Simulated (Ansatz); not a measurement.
The start is a generated cell, MgS placed in the AFLOW prototype AB_mC8_15_c_e (B26, as in CuO). Cell shape, volume and atoms are optimised at zero target pressure with r2SCAN (plane waves to 500 eV, PAW, scalar-relativistic; Ansatz, a quantum-chemistry and plane-wave program).

Ansatz input (later rounds restart from its end on a renewed k-mesh):
Ansatz 0.2 input:
```yaml
crystal:
  lattice:
    - [3.1562086, -2.3063902, 0]
    - [3.1562086, 2.3063902, 0]
    - [-2.8208068, 0, 5.9656103]
  atoms:
    - { symbol: Mg, position: [0.5, 0.5, 0] }
    - { symbol: Mg, position: [0.5, 0.5, 0.5] }
    - { symbol: S, position: [0.1684, 0.8316, 0.25] }
    - { symbol: S, position: [0.8316, 0.1684, 0.75] }
basis: { ecutwfc: 500, ecutrho_ratio: 4, xc_grid: 4, fft_grid_basis: typed }
kpoints: { mp_grid: { grid: [9, 9, 6] } }
hamiltonian:
  xc: r2scan
  dispersion: none
  pseudopotentials: { kind: paw }
scf: { occupations: { method: fermi_dirac, width: 0.05 } }
relax: { f_tol: 0.01, max_steps: 100, cell: { stress_tol: 0.02 } }
output: { forces: true, stress: true }
```

- Initial pressure = +4.1 GPa (positive: the cell is compressed)
- Largest initial force = 1.83 eV/Å, on S3, S4 (atoms numbered as listed)
- Energy released = 0.57 eV/atom
- Volume change = -18.9 %, from 21.71 to 17.61 Å³/atom
- Shortest distances (start → end) = The closest pairs of elements (up to four, under 3.6 Å), start → end: Mg–S 2.25 → 2.60 Å; Mg–Mg 3.30 → 3.68 Å; S–S 3.54 → 3.68 Å
- Band gap at the end = 3.46 eV, indirect (valence top at Γ, conduction bottom at X) (no spin-orbit coupling)
- Optimiser moves = 7

The end point of the relaxation:

Space group Fm-3m (No. 225); a = b = c = 5.2031 Å, α = β = γ = 90.00°

| atom | site | symmetry | x | y | z |
|---|---|---|---|---|---|
| Mg | 4b | m-3m | 0.5000 | 0.5000 | 0.5000 |
| S | 4a | m-3m | 0.0000 | 0.0000 | 0.0000 |
(The calculation used a cell of 2 atoms; values per cell refer to that cell.)

Final values are on a 11×11×11 k-mesh of the relaxed cell. No spin polarisation in the result.

The run could not lose the symmetry of its start.
